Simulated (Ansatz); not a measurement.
Input, command and steps of an Ansatz relaxation.

```yaml
crystal:
  lattice:
    - [-4.5910841461, 4.587465947, -1.6422154429]
    - [-4.6134990739, -1.6590590789, 4.6041798224]
    - [1.6595698994, 4.608838006, 4.6031369535]
  atoms:
    - { symbol: V, position: [0.0018320657, 0.9950957739, 0.9991891626] }
    - { symbol: V, position: [0.1027967342, 0.6015123168, 0.0965708861] }
    - { symbol: V, position: [0.4003161189, 0.399665412, 0.402108016] }
    - { symbol: V, position: [0.4989456676, 0.9975873959, 0.5008272691] }
    - { symbol: V, position: [0.8991818134, 0.9000947937, 0.4003533742] }
    - { symbol: V, position: [0.5955226114, 0.6028857941, 0.6014382421] }
    - { symbol: V, position: [0.2022485802, 0.7003870063, 0.7004556268] }
    - { symbol: V, position: [0.2985541244, 0.3005776981, 0.796384848] }
    - { symbol: V, position: [0.3977774637, 0.899313128, 0.8972916887] }
    - { symbol: Mo, position: [0.4938962934, 0.5013866692, 0.9963395987] }
    - { symbol: Mo, position: [0.5984652975, 0.0975092982, 0.1000214723] }
    - { symbol: Mo, position: [0.7975626368, 0.2975083934, 0.3004845946] }
    - { symbol: Mo, position: [0.1054738353, 0.0956938439, 0.6024259163] }
    - { symbol: Mo, position: [0.800879409, 0.798492564, 0.7966092586] }
    - { symbol: Mo, position: [0.9037656549, 0.3993418448, 0.8990724518] }
    - { symbol: W, position: [0.1998159889, 0.1985957606, 0.1982945356] }
    - { symbol: W, position: [0.7009902442, 0.6994931649, 0.2020614822] }
    - { symbol: W, position: [0.2975765239, 0.7968652232, 0.3015167011] }
    - { symbol: W, position: [0.0032115185, 0.5023946049, 0.4986024481] }
    - { symbol: W, position: [0.6958993242, 0.1987667269, 0.6982285207] }
  symmetry: { detect: false }
basis:
  ecutwfc: 420
kpoints:
  mp_grid: { grid: [3, 3, 3] }
hamiltonian:
  xc: pbe
scf:
  occupations: { method: gaussian, width: 0.1 }
  lower_state_search: "off"
output:
  forces: true
  stress: true
  eigenvalues: true
relax:
  adjacent_minimum: "off"
  f_tol: 0.04
  max_steps: 25
  cell: { stress_tol: 0.3 }
```

```bash
ansatz run input.yaml --threads 4 --pin off --max-ram 9216MiB --backend cpu --events-out ev --progress --plain --runs-dir out
```

Level of theory: Ansatz 0.2.0, DFT PBE, scalar-relativistic, plane waves, PAW.

Of 6 frames 6 are shown, positions in Å and forces in eV/Å; the SCF threshold varies from step to step. Steps run on the plane waves of an earlier cell, with a Pulay correction in the pressure. The basis is chosen afresh for the last frame, the zero of the energies, and can be on the way; energy and pressure step there, also at an unchanged geometry.

```xyz
20
Lattice="-4.5911 4.5875 -1.6422 -4.6135 -1.6591 4.6042 1.6596 4.6088 4.6031" Properties=species:S:1:pos:R:3:forces:R:3 pbc="T T T" step=1 free_energy_over_end_meV_per_atom=8.29 pressure_GPa=0.35
V    -2.9411    2.9626    9.1780   -0.0790   -0.1440   -0.0320
V    -3.0868   -0.0813    3.0452    0.0180    0.1330    0.0570
V    -3.0144    3.0266    3.0337   -0.1630   -0.0460    0.0670
V    -6.0619    2.9421    6.0791    0.0940   -0.1030    0.0470
V    -7.6164    4.4768    4.5104    0.0210    0.0960   -0.0500
V    -4.5174    4.5036    4.5663   -0.0010    0.0580   -0.1000
V    -2.9973    2.9941    6.1169   -0.0870   -0.1130    0.0820
V    -1.4357    4.5413    4.5595    0.0900    0.0530    0.0010
V    -4.4861    4.4682    7.6177    0.0530    0.1260   -0.0830
Mo   -2.9272    6.0259    6.0837    0.0760    0.0210   -0.1530
Mo   -3.0315    3.0446   -0.0734   -0.0090   -0.1080    0.0030
Mo   -4.5356    4.5501    1.4432   -0.0810   -0.0050    0.0140
Mo    0.0740    3.1016    3.0404   -0.0770   -0.1060    0.1270
Mo   -6.0387    6.0207    6.0281    0.0620    0.0220    0.0500
Mo   -4.4996    7.6271    4.4930   -0.0470   -0.0330    0.1480
W    -1.5045    1.5011    1.4990    0.0850    0.0880   -0.0200
W    -6.1101    2.9865    2.9995   -0.0390   -0.0660    0.0820
W    -4.5421    1.4327    4.5681   -0.0800   -0.0180   -0.0640
W    -1.5051    1.4792    4.6030    0.1250    0.1150   -0.0150
W    -2.9532    6.0807    2.9864    0.0380    0.0330   -0.1610
20
Lattice="-4.6125 4.6090 -1.5567 -4.6407 -1.5716 4.6462 1.5644 4.6240 4.6329" Properties=species:S:1:pos:R:3:forces:R:3 pbc="T T T" step=2 free_energy_over_end_meV_per_atom=1.77 pressure_GPa=0.74
V    -3.0746    3.0460    9.2486    0.0210    0.0800    0.0420
V    -3.1124   -0.0041    3.0950   -0.0150   -0.0740   -0.0590
V    -3.0949    3.0720    3.1047    0.1060    0.0390   -0.0460
V    -6.1376    3.0304    6.1825   -0.0800    0.1160    0.0050
V    -7.6957    4.5902    4.6310    0.0550   -0.0930   -0.0390
V    -4.6069    4.5892    4.6467    0.0680   -0.0610    0.0070
V    -3.1001    3.0598    6.1970    0.0680    0.0200   -0.0410
V    -1.5108    4.5905    4.6189   -0.0970    0.0220    0.0510
V    -4.5912    4.5846    7.6986   -0.0390   -0.1100    0.0240
Mo   -3.0309    6.1006    6.1486   -0.1290   -0.0770    0.2460
Mo   -3.0594    3.0529   -0.0182   -0.0770    0.2480    0.0840
Mo   -4.6000    4.5947    1.5310    0.0970   -0.0060    0.0440
Mo    0.0013    3.1000    3.0928    0.1320    0.2880   -0.1730
Mo   -6.1432    6.1223    6.1585   -0.1270   -0.0200   -0.0140
Mo   -4.6196    7.6943    4.6405    0.0620    0.0490   -0.2560
W    -1.5224    1.5369    1.5302   -0.0980   -0.2070   -0.0150
W    -6.1721    3.0575    3.1044    0.0040    0.1790   -0.0320
W    -4.6122    1.5095    4.6285    0.1910    0.0130    0.0430
W    -1.5539    1.5548    4.6467   -0.1160   -0.3160   -0.0610
W    -3.0314    6.1231    3.0496   -0.0260   -0.0900    0.1910
20
Lattice="-4.6325 4.6388 -1.5317 -4.6569 -1.5527 4.6482 1.5404 4.6476 4.6325" Properties=species:S:1:pos:R:3:forces:R:3 pbc="T T T" step=3 free_energy_over_end_meV_per_atom=0.30 pressure_GPa=-0.53
V    -3.1129    3.0953    9.2537   -0.0310    0.0180   -0.0050
V    -3.1307    0.0025    3.0897    0.0210   -0.0050   -0.0060
V    -3.1067    3.1021    3.1111    0.0080   -0.0200    0.0080
V    -6.1798    3.0896    6.1967   -0.0090   -0.0120    0.0340
V    -7.7328    4.6371    4.6516    0.0130    0.0140    0.0130
V    -4.6330    4.6257    4.6630   -0.0370    0.0240    0.0560
V    -3.1233    3.0926    6.1970    0.0230   -0.0060   -0.0280
V    -1.5532    4.6282    4.6338    0.0290   -0.0340   -0.0200
V    -4.6399    4.6252    7.7170   -0.0490    0.0820    0.0180
Mo   -3.0896    6.1488    6.1841    0.0290   -0.0340   -0.0150
Mo   -3.0829    3.0934    0.0130    0.0630   -0.0290   -0.0650
Mo   -4.6216    4.6300    1.5529   -0.0130    0.0500    0.0050
Mo   -0.0119    3.1378    3.0849    0.0430   -0.0390   -0.0720
Mo   -6.1969    6.1800    6.1786   -0.0370    0.0030    0.0080
Mo   -4.6643    7.7483    4.6414   -0.0090   -0.0150    0.0280
W    -1.5387    1.5396    1.5335   -0.0200    0.0490   -0.0290
W    -6.2044    3.1083    3.1249    0.0650   -0.1250   -0.0690
W    -4.6252    1.5411    4.6386   -0.0730    0.0070    0.0450
W    -1.5744    1.5497    4.6322   -0.0020    0.0560    0.0510
W    -3.0674    6.1651    3.0800   -0.0150    0.0140    0.0430
20
Lattice="-4.6282 4.6237 -1.5356 -4.6514 -1.5468 4.6570 1.5391 4.6322 4.6423" Properties=species:S:1:pos:R:3:forces:R:3 pbc="T T T" step=4 free_energy_over_end_meV_per_atom=0.10 pressure_GPa=0.03
V    -3.1129    3.0897    9.2710    0.0160   -0.0160    0.0000
V    -3.1245    0.0014    3.0967    0.0000    0.0140   -0.0120
V    -3.1040    3.0912    3.1184    0.0240   -0.0160   -0.0100
V    -6.1758    3.0808    6.2134    0.0220   -0.0120   -0.0200
V    -7.7205    4.6194    4.6576   -0.0310    0.0510    0.0400
V    -4.6325    4.6107    4.6774    0.0050    0.0100   -0.0070
V    -3.1176    3.0860    6.2074   -0.0030   -0.0380   -0.0040
V    -1.5475    4.6086    4.6401   -0.0080    0.0120    0.0050
V    -4.6393    4.6170    7.7327   -0.0080    0.0030    0.0120
Mo   -3.0815    6.1239    6.1954   -0.0340    0.0290    0.0140
Mo   -3.0785    3.0871    0.0090    0.0280   -0.0590   -0.0230
Mo   -4.6156    4.6196    1.5548   -0.0210   -0.0250    0.0120
Mo   -0.0062    3.1255    3.0840   -0.0460    0.0110    0.0460
Mo   -6.1972    6.1610    6.1908    0.0570   -0.0090   -0.0010
Mo   -4.6585    7.7226    4.6526    0.0000   -0.0100   -0.0150
W    -1.5414    1.5358    1.5346    0.0360    0.0300    0.0110
W    -6.1908    3.0919    3.1235   -0.0190   -0.0200    0.0170
W    -4.6214    1.5366    4.6521   -0.0200    0.0060   -0.0380
W    -1.5720    1.5468    4.6435    0.0010    0.0190    0.0130
W    -3.0666    6.1444    3.0932   -0.0020    0.0210   -0.0390
20
Lattice="-4.6299 4.6291 -1.5344 -4.6512 -1.5477 4.6514 1.5393 4.6370 4.6380" Properties=species:S:1:pos:R:3:forces:R:3 pbc="T T T" step=5 free_energy_over_end_meV_per_atom=0.02 pressure_GPa=0.00
V    -3.1107    3.0923    9.2617    0.0010    0.0000   -0.0020
V    -3.1246    0.0030    3.0923   -0.0030   -0.0010   -0.0010
V    -3.1031    3.0945    3.1138    0.0000   -0.0030   -0.0020
V    -6.1748    3.0841    6.2043   -0.0010    0.0000   -0.0010
V    -7.7245    4.6289    4.6551   -0.0010   -0.0010    0.0010
V    -4.6325    4.6167    4.6711   -0.0010    0.0020    0.0020
V    -3.1180    3.0872    6.2005    0.0010    0.0010    0.0000
V    -1.5487    4.6148    4.6358   -0.0020    0.0040    0.0030
V    -4.6396    4.6218    7.7248    0.0020    0.0030    0.0010
Mo   -3.0834    6.1324    6.1887   -0.0020    0.0000    0.0030
Mo   -3.0781    3.0868    0.0075    0.0010   -0.0050    0.0010
Mo   -4.6180    4.6234    1.5534    0.0010   -0.0010    0.0010
Mo   -0.0089    3.1299    3.0841    0.0010   -0.0020   -0.0010
Mo   -6.1948    6.1677    6.1836    0.0040    0.0020    0.0010
Mo   -4.6594    7.7316    4.6469    0.0000    0.0010    0.0000
W    -1.5390    1.5387    1.5336   -0.0020    0.0030    0.0010
W    -6.1941    3.0962    3.1211    0.0040   -0.0020   -0.0010
W    -4.6226    1.5394    4.6444   -0.0020    0.0020   -0.0050
W    -1.5723    1.5497    4.6398    0.0000   -0.0010    0.0000
W    -3.0675    6.1518    3.0866   -0.0020    0.0000    0.0010
20
Lattice="-4.6299 4.6291 -1.5344 -4.6512 -1.5477 4.6514 1.5393 4.6370 4.6380" Properties=species:S:1:pos:R:3:forces:R:3 pbc="T T T" step=6 free_energy_over_end_meV_per_atom=0.00 pressure_GPa=0.00
V    -3.1107    3.0923    9.2617    0.0020    0.0000   -0.0020
V    -3.1246    0.0030    3.0923   -0.0030   -0.0010   -0.0010
V    -3.1031    3.0945    3.1138    0.0000   -0.0030   -0.0020
V    -6.1748    3.0841    6.2043   -0.0010    0.0000   -0.0010
V    -7.7245    4.6289    4.6551   -0.0010   -0.0010    0.0010
V    -4.6325    4.6167    4.6711   -0.0010    0.0020    0.0020
V    -3.1180    3.0872    6.2005    0.0010    0.0010    0.0000
V    -1.5487    4.6148    4.6358   -0.0020    0.0040    0.0030
V    -4.6396    4.6218    7.7248    0.0020    0.0030    0.0010
Mo   -3.0834    6.1324    6.1887   -0.0020    0.0000    0.0030
Mo   -3.0781    3.0868    0.0075    0.0010   -0.0050    0.0010
Mo   -4.6180    4.6234    1.5534    0.0010   -0.0010    0.0010
Mo   -0.0089    3.1299    3.0841    0.0010   -0.0020   -0.0010
Mo   -6.1948    6.1677    6.1836    0.0040    0.0020    0.0010
Mo   -4.6594    7.7316    4.6469    0.0000    0.0010   -0.0010
W    -1.5390    1.5387    1.5336   -0.0020    0.0030    0.0010
W    -6.1941    3.0962    3.1211    0.0040   -0.0020   -0.0010
W    -4.6226    1.5394    4.6444   -0.0020    0.0020   -0.0050
W    -1.5723    1.5497    4.6398    0.0000   -0.0010    0.0000
W    -3.0675    6.1518    3.0866   -0.0020    0.0000    0.0010
```

It took 3.5 min on 4 threads of Arm Neoverse V1, with other jobs on the host, peak memory 1.5 GiB.

The k mesh is coarse. Spin–orbit coupling is left out, which can shift energies with elements as heavy as these.